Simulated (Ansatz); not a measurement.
A geometry of Ni away from equilibrium: step 2 of the relaxation of a relaxed Ni cell, doubled along one cell vector, shaken by Gaussian noise of σ = 0.08 Å a coordinate. Calculation: PBEsol (plane waves to 420 eV, PAW, scalar-relativistic; Ansatz, an electronic-structure program). Γ-centred k-mesh 16×8×14 on the run's cell (coarser than for final values), Fermi–Dirac smearing 0.05 eV.

```yaml
crystal:
  lattice:
    - [2.37675, -0.00095, 0.00065]
    - [-2.37838, 4.08115, 0.00930]
    - [0.00063, 0.00559, 2.31016]
  atoms:
    - { symbol: Ni, position: [0.01159, 0.99507, 0.96588] }
    - { symbol: Ni, position: [0.07619, 0.53328, 0.99607] }
```
Spin-polarised start, with parallel moments on Ni.

### Question
Which atoms carry the largest force, and which way does it point?

### Answer
1.76 eV/Å, on Ni1, Ni2 (atoms numbered as listed); on Ni1 its components are (0.29, 1.74, -0.12).

### Question
What is the pressure?

### Answer
+4.4 GPa, compression positive.

Spin state reached: ferromagnetic (net 0.61 μB/atom), from parallel starting moments; other spin orders were not run from this start.

The run could not lose the symmetry of its start.

Of the parent cell (P6/mmm (No. 191)): it is a generated cell of Ni: the first start was made by a random draw of sites in a space group, and the end was not matched to a known phase here, so it may be hypothetical. Known forms of Ni include space group No. 225.
